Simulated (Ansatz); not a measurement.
BaS:
```
BaS
1.0
    0.00000     3.13559     3.13559
    3.13559     0.00000     3.13559
    3.13559     3.13559     0.00000
Ba S
1 1
Direct
  0.00000   0.00000   0.00000
  0.50000   0.50000   0.50000
```

Relaxed with LDA. Special points in fractions of this cell's reciprocal vectors: Γ (0.000, 0.000, 0.000); X (0.500, 0.000, 0.500); U (0.625, 0.250, 0.625); K (0.375, 0.375, 0.750); L (0.500, 0.500, 0.500); W (0.500, 0.250, 0.750).

### Question
List the band energies nearest the valence-band maximum at these points for the program Ansatz at the LDA level (PAW).

### Answer
In eV from the valence-band maximum; about four levels below and three above (degenerate sets whole), none deeper than 8.9 eV; points with the same levels are listed once.

| k | below | above |
|---|---|---|
| Γ | 0.00 0.00 0.00 | 3.67 3.82 3.82 3.82 |
| X | -0.38 -0.07 -0.07 | 1.91 6.12 6.28 |
| U | -0.96 -0.59 -0.43 | 3.15 5.92 6.82 |
| L | -8.80 -2.05 -1.14 -1.14 | 5.47 5.69 6.51 6.51 |
| W | -1.17 -0.40 -0.40 | 4.17 4.17 6.55 |

Space group Fm-3m (rock salt). Symmetry was held in the LDA relaxation; phonons on a q-mesh show no instability. Scalar-relativistic: spin–orbit coupling is off unless named, which matters more the heavier the elements.

Potentials: the later of the program's two PAW sets.
